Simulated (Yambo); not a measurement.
One stored BSE kernel of dimension 2160 for GaAlP2 (space group P-4m2, No. 115) (Yambo, PBEsol bands; 6×6×4 mesh, 5 valence and 3 conduction bands, static screening with 43 bands and a 4 Ry block, scissor 0.82 eV, Tamm-Dancoff; broadening 0.15 eV; field along x), solved in several ways.

```
solver                      iterations  largest change of Im ε (% of its maximum)              rough time
--------------------------  ----------  -----------------------------------------  ----------------------
Haydock, threshold 2 %               7                                        130  within a factor of two
Haydock, threshold 0.5 %            24                                         25  within a factor of two
Haydock, threshold 0.1 %            39                                        6.0  within a factor of two
Haydock, threshold 0.005 %          75                                        0.2                       1
SLEPc, lowest 10 states              –                           no full spectrum  within a factor of two
SLEPc, lowest 60 states              –                           no full spectrum  within a factor of two
full diagonalisation                 –                                  reference               about 10×
```

Haydock gives the spectrum without eigenstates, SLEPc the lowest states alone, full diagonalisation everything at a cost that grows as the cube of the dimension. Times include reading the kernel. Times are rough ratios from shared machines. Mesh and scissor weren't tested; the rows compare only with each other.

Spin-orbit coupling is not included.

Geometry relaxed with PBEsol; primitive cell a = b = 3.8607 Å, c = 5.4467 Å, α = β = γ = 90.00°.

The structure is a Materials Project entry; no match was found in the copy of COD used, and its stability was not checked.
